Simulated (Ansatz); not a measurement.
K4BeAs2 (space group R-3m)

```
K4BeAs2
1.0
    2.83737     1.63816     8.62074
   -2.83737     1.63816     8.62074
    0.00000    -3.27631     8.62074
K Be As
4 1 2
Direct
  0.62395   0.62395   0.62395
  0.37605   0.37605   0.37605
  0.20853   0.20853   0.20853
  0.79147   0.79147   0.79147
  0.00000   0.00000   0.00000
  0.91997   0.91997   0.91997
  0.08003   0.08003   0.08003
```

The slice is a (-1 1 0 4) plane (indices of the conventional cell) through the point (0.000, 0.000, 0.000) (fractional), spanned by u = [1 0 -1] and v = [1 -1 1] in vectors of this cell: u (5.67 Å) and v (10.83 Å, at 90° to u). It covers one period; positions are fractions (u, v).

Computed with r2SCAN (plane waves to 500 eV, PAW, scalar-relativistic; Ansatz, a program for electronic structure). k mesh 7×7×7. Inside the PAW spheres the values are not all-electron values, and peaks at nuclei hang on which shells count as valence. K4BeAs2 was relaxed with its symmetry unable to fall.

**Question.** Predict the map of the electrostatic potential energy of an electron, from the cell's mean on the slice.

**Answer.** 
```
|xx2787667872x|
|0379877778973|
|5799987789997|
|6799977779997|
|7899765567998|
|8998620026899|
|888730xx03788|
|887620xx02678|
|887640xx04678|
|8877531135778|
|8887765567788|
|8887776677788|
|8887765567788|
|8877531135778|
|887640xx04678|
|887620xx02678|
|888730xx03788|
|8998620026899|
|7899765567998|
|6799977779997|
|5799987789997|
|0379877778973|
|xx2787667872x|
|xxx67766776xx|
```
Scale: ten equal steps from -3.00 (start of '0') to 5.19 (end of '9'), in the order '0123456789'. Values: electrostatic potential energy of an electron, from the cell's mean, in eV. The map has 13 points along u (one character each, u = 0 at the left) and 24 along v (v = 0 in the bottom row). Points within 0.9 Å of a nucleus are blanked (x), as the pseudised field means little there. Values under -3 eV are set to -3. The zero, the cell's mean, hangs on the PAW cores.
